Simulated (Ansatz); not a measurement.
Au (fcc (Cu type), space group No. 225) at seven volumes, the program Ansatz at the PBE level (PAW), scaled uniformly. One row is withheld.

| V (Å³/atom) | P (GPa) |
|---|---|
| 16.346 | 17.28 |
| 16.885 | ? |
| 17.424 | 4.64 |
| 17.963 | 0.00 |
| 18.502 | -3.80 |
| 19.041 | -6.88 |
| 19.580 | -9.31 |

Q: Fit the shown pressures and predict the withheld one.

A: P = (3/2)B₀(x^(7/2) − x^(5/2))[1 + (3/4)(B′ − 4)(x − 1)] with x = (V₀/V)^(2/3). Least squares on the six rows gives V₀ = 17.962 Å³/atom, B₀ = 139 GPa, B′ = 5.85. At V = 16.885, x = 1.0421 and P = 10.29 GPa. The run itself gave 10.31 GPa.

Space group Fm-3m (fcc (Cu type)). The PBE relaxation kept the symmetry of its start. Spin–orbit coupling is left out wherever it is not named.

Potentials: the later of the program's two PAW sets.
